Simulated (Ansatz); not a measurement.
Input:

SrGa2H2:
```cif
data_H2Ga2Sr
_chemical_formula_sum 'Ga2 H2 Sr1'
_space_group_name_H-M_alt 'P 1'
_space_group_IT_number 1
_cell_length_a 4.35207
_cell_length_b 4.35207
_cell_length_c 4.57664
_cell_angle_alpha 90.000
_cell_angle_beta 90.000
_cell_angle_gamma 120.000
loop_
_space_group_symop_operation_xyz
  'x, y, z'
loop_
_atom_site_label
_atom_site_type_symbol
_atom_site_fract_x
_atom_site_fract_y
_atom_site_fract_z
_atom_site_occupancy
Ga1 Ga 0.33333 0.66667 0.46562 1
Ga2 Ga 0.66667 0.33333 0.53438 1
H1 H 0.33333 0.66667 0.09559 1
H2 H 0.66667 0.33333 0.90441 1
Sr1 Sr 0.00000 0.00000 0.00000 1
```

This is the PBEsol-relaxed structure.

Problem. All from plane-wave PAW PBEsol (Ansatz code), unless another level is named. Give the Young's modulus.

Solution. 107 GPa.

Problem. What about the highest zone-centre frequency?

Solution. 1386 cm⁻¹.

Space group P-3m1. The workflow started from an entry of the Crystallography Open Database (COD). Its standing as an ambient phase is unchecked. The cell was relaxed with PBEsol under the symmetry of its start; of distortions, only those at the zone centre were tested. As this level gives no gap, phonon frequencies hold no LO–TO term and depend on the k-mesh and smearing (Fermi–Dirac, 0.1 eV here).

Potentials: the later of the program's two PAW sets.
